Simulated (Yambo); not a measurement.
Quantum ESPRESSO input (LDA, PseudoDojo standard norm-conserving files, scalar-relativistic) whose wavefunctions are converted with p2y:

```
&CONTROL
  calculation = 'nscf'
  pseudo_dir = './pseudo'
  outdir = './out'
/
&SYSTEM
  ibrav = 0
  nat = 10
  ntyp = 4
  ecutwfc = 88.0
  ecutrho = 352.0
  occupations = 'fixed'
  force_symmorphic = .true.
  nbnd = 274
/
&ELECTRONS
  conv_thr = 1e-08
  diago_full_acc = .true.
  diago_thr_init = 1e-08
/
ATOMIC_SPECIES
F 18.9984 F.upf
Na 22.9898 Na.upf
Rb 85.4678 Rb.upf
Y 88.9058 Y.upf
CELL_PARAMETERS angstrom
  0.000000000000   4.513425000000   4.513425000000
  4.513425000000   0.000000000000   4.513425000000
  4.513425000000   4.513425000000   0.000000000000
ATOMIC_POSITIONS crystal
F   0.757500000000   0.242500000000   0.242500000000
F   0.242500000000   0.757500000000   0.757500000000
F   0.242500000000   0.757500000000   0.242500000000
F   0.757500000000   0.242500000000   0.757500000000
F   0.242500000000   0.242500000000   0.757500000000
F   0.757500000000   0.757500000000   0.242500000000
Na   0.500000000000   0.500000000000   0.500000000000
Rb   0.750000000000   0.750000000000   0.750000000000
Rb   0.250000000000   0.250000000000   0.250000000000
Y   0.000000000000   0.000000000000   0.000000000000
K_POINTS automatic
1 1 1 0 0 0
```

Yambo's initialisation report on symmetry, reciprocal space, the k grid and the gaps on this mesh:

```
  [02.02] Symmetries
  ==================

  Inversion symmetry    : yes
  Spatial inversion     : yes
  Inversion index       :  25
  K-space Time-reversal : no
  Magnetic symmetries   : no
  Group table correct   : yes
  Symmetries units      :  [cc]

  [02.03] Reciprocal space
  ========================

  nG shells         :   866
  nG charge         :  137975
  nG WFs            :  17261
  nC WFs            :  17261
  G-vecs. in first 80 shells:  [ Number ]
     1    9   15   27   51   59   65   89  113
    137   169   181   229   259   283   307   331   339
    387   411   459   531   537   561   609   645   701
    725   749   821   869   893   941   965  1037  1067
   1139  1211  1243  1291  1363  1411  1459  1471  1591
   1639  1687  1759  1807  1837  1893  1917  1989  2085
   2109  2133  2229  2277  2397  2421  2445  2565  2637
   2685  2733  2741  2837  2891  2975  3071  3119  3143
    3215   3287   3383   3479   3527   3647   3695   3719
  ...
  Shell energy in first 80 shells:  [ mHa ]
    0.00000      203.508      271.344      542.687      746.195      814.031      1085.37      1288.88      1356.72
    1628.06      1831.57      2170.75      2374.26      2442.09      2713.44      2916.94      2984.78      3256.12
    3459.63      3527.47      3798.81      4002.32      4341.50      4545.00      4612.84      4884.18      5087.69
    5155.53      5426.87      5630.38      5698.22      5969.56      6173.07      6512.25      6715.75      6783.59
    7054.93      7258.44      7326.28      7801.13      7868.96      8140.31      8343.82      8682.99      8886.50
    8954.34      9225.68      9429.19      9497.03      9768.37      9971.88      10039.7      10311.1      10514.6
    10853.7      11057.3      11125.1      11396.4      11599.9      11667.8      11939.1      12142.6      12210.5
    12481.8      12685.3      13024.5      13228.0      13295.8      13567.2      13770.7      13838.5      14109.9
    14313.4      14381.2      14652.6      14856.1      15195.2      15398.7      15466.6      15737.9
  ...

  [02.04] K-grid lattice
  ======================

  Compatible Grid is   : 0D
  K lattice UC volume  :  0.199891 [a.u.]

  IBZ K-points                                      :  1
  BZ  K-points                                      :  1

  K/Q-points units:
  rlu = crystal or reduced units; cc = cartesian coordinates; iku = interal k-units

  K [1]          [rlu]:  0.000000  0.000000  0.000000
         WF components:  17261

  [02.05] Energies & Occupations
  ==============================

  [X] === General ===
  [X] Electronic Temperature                        :  0.000000  0.000000 [eV K]
  [X] Bosonic    Temperature                        :  0.000000  0.000000 [eV K]
  [X] Finite Temperature mode                       : no
  [X] El. density                                   :  0.43505E+24 [cm-3]
  [X] Fermi Level                                   :  0.979643 [eV]

  [X] === Gaps and Widths ===
  [X] Conduction Band Min                           :  6.101570 [eV]
  [X] Valence Band Max                              :  0.000000 [eV]
  [X] Filled Bands                                  :   40
  [X] Empty Bands                                   :   41  274
  [X] Direct Gap                                    :  6.101570 [eV]
  [X] Direct Gap localized at k                     :  1
```
The gaps are LDA values on this mesh alone; only operations without fractional translations are kept.

Geometry of the Materials Project entry, not relaxed at this level.
